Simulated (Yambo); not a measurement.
Yambo run on CsCdF3 (cubic perovskite, space group Pm-3m, No. 221). The wavefunctions are norm-conserving LDA (Quantum ESPRESSO, 102 Ry, no spin-orbit coupling) ones on a 4×4×4 mesh (25 occupied bands); a = 4.487 Å, b = 4.487 Å, c = 4.487 Å, α = 90.00°, β = 90.00°, γ = 90.00°.

Yambo input:

```
rim_cut
HF_and_locXC
RandQpts= 1000000
RandGvec= 1 Ry
EXXRLvcs= 102 Ry
VXCRLvcs= 408 Ry
% QPkrange
 1 | 1 | 25 | 26 |
 3 | 3 | 25 | 26 |
 6 | 6 | 25 | 26 |
 10 | 10 | 25 | 26 |
%
```

k points by index: 1 = Γ, 3 = X, 6 = M, 10 = R.

Table of the .hf output:

```
#    K-point    Band    Eo [eV]    Ehf [eV]    Vxc [eV]    Vnlxc [eV]
#
    1    25    -1.089941    -8.623251    -21.43827    -28.97158
    1    26    3.082496    8.260096    -12.78981    -7.612213
    3    25    -1.117873    -8.927262    -21.82179    -29.63118
    3    26    5.531103    10.81442    -16.49116    -11.20785
    6    25    -0.001732    -6.820623    -25.20797    -32.02686
    6    26    6.291274    11.48969    -16.33890    -11.14048
    10    25    0.000000    -6.822877    -25.21119    -32.03406
    10    26    7.032184    12.05327    -10.17205    -5.150965
```
Exchange alone, without screening.

Geometry of the Materials Project entry, not relaxed at this level.

The structure is a Materials Project entry; no match was found in the copy of COD used, and its stability was not checked.
